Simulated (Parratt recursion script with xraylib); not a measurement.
**How thick is the Pt film? X-ray reflectivity on Al2O3**

| layer, from the top | thickness (Å) | density (g/cm³) | rms roughness of its top face (Å) | δ (10⁻⁶) | β (10⁻⁶) |
|---|---|---|---|---|---|
| Pt | ? | 19.867 | 3.8 | 47.91 | 4.767 |
| Al2O3 (substrate) | – | 3.873 | 2.3 | 12.32 | 0.1498 |

The refractive index is n = 1 − δ + iβ. Vacuum lies above.

Densities are inputs, not measurements. They were set from computed cells of the Materials Project: Pt from entry mp-126 (Fm-3m, 21.135 g/cm³, taken at 94 %); Al2O3 from entry mp-1143 (R-3c, 3.873 g/cm³). A layer's crystal structure does not enter its constants, only its composition and density.

Calculation: specular X-ray reflectivity, Parratt recursion, Névot-Croce roughness, xraylib tables; Parratt recursion script with xraylib 4.3.0.

Photon energy 8.048 keV (λ = 1.5406 Å), s polarisation. The grazing angle θ is scanned from 0.05° to 4° in 900 evenly spaced points, and the curve is smoothed with a Gaussian of 0.004° full width. A minimum is a scan point below both neighbours, placed by a parabola through ln R at the three points.

All minima between 0.85 and 3.45°: θ = 1.050, 1.441, 1.855, 2.279, 2.710, 3.144°.

Question: Find the film thickness d from the minima.

Answer: sin²θ of the minima, in units of 10⁻⁶: 335.8, 632.4, 1047.8, 1581.3, 2235.5, 3008.0. For consecutive orders m, sin²θ = 2δ + (mλ/2d)², so u = (sin²θ − 2δ)^½ rises by λ/2d from one minimum to the next. With the film's δ, u in units of 10⁻³ is 15.491, 23.164, 30.854, 38.542, 46.257, 53.965. A straight line through u against the count of the minimum has slope 7.695 × 10⁻³, so d = λ/(2 × slope) = 100.1 Å.

The run used d = 100 Å; the estimate misses by 0.1 Å. The spacing of the first two listed minima alone, with δ left out, gives λ/(2Δθ) = 112.9 Å, 12.9 % too high.
